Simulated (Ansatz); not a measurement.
YNbN3:
```yaml
crystal:
  lattice:
    - [4.03276, 0.00000, 0.00000]
    - [0.00000, 4.03276, 0.00000]
    - [0.00000, 0.00000, 4.03276]
  atoms:
    - { symbol: Y, position: [0.00000, 0.00000, 0.00000] }
    - { symbol: Nb, position: [0.50000, 0.50000, 0.50000], spin: 0.0 }
    - { symbol: N, position: [0.50000, 0.50000, 0.00000], spin: -0.1 }
    - { symbol: N, position: [0.50000, 0.00000, 0.50000], spin: -0.1 }
    - { symbol: N, position: [0.00000, 0.50000, 0.50000], spin: -0.1 }
```

Relaxed with r²SCAN.

Task: Map the electron localisation function on the plane through (0.000, 0.000, 0.000) spanned by u = [1, 0, 0] and v = [0, 1, 1] in lattice vectors, from r²SCAN (plane waves, PAW; program Ansatz).

Result: x is the fraction of u, y of v (the angle between them is 90°; rows are the nearest grid lines); atoms in the plane: Y at (0.00, 0.00), Nb at (0.50, 0.50), N at (0.00, 0.50).
```
|-+@@@*.       .*@@@+-|
|+#@@@+         +@@@#+|
|@@@@*.         .*@@@@|
|@@%*:           :*%@@|
|*+=.    .....    .=+*|
|..     .......     ..|
|:::..           ..:::|
|**+=:.    .    .:=+**|
|%%%*-.  :-=-:  .-*%%%|
|@@@%+..-*#%#*-..+%@@@|
|=*@@*:=%%*+*%%=:*@@*=|
| -%@#-+%#- -#%+-#@%- |
| -%@#-+%#- -#%+-#@%- |
|=*@@*:=%%*+*%%=:*@@*=|
|@@@%+..-*#%#*-..+%@@@|
|%%%*-.  :-=-:  .-*%%%|
|**+=:.    .    .:=+**|
|:::..           ..:::|
|..     .......     ..|
|*+=.    .....    .=+*|
|@@%*:           :*%@@|
|@@@@*.         .*@@@@|
|+#@@@+         +@@@#+|
|-+@@@*.       .*@@@+-|
```
Scale: ten equal steps from 0.023 (start of ' ') to 0.873 (end of '@'), in the order ' .:-=+*#%@'; x runs from 0.000 to 1.00, y from 0.000 (bottom) to 1.00 (top).

The density is the valence pseudo-density with augmentation charge, so density and ELF within about 1 Å of a nucleus are not all-electron values.

Space group Pm-3m (cubic perovskite). The start of the workflow was typed in or built on a structure type; neither database checked (COD, Materials Project) lists it. Its standing as an ambient phase is unchecked. The cell was relaxed with r²SCAN under the symmetry of its start; its stability against distortions is not shown here. The workflow began spin-polarised and lost its moments. Other orbital occupations within this spin state were not tried.

Potentials: the earlier of the program's two PAW sets.
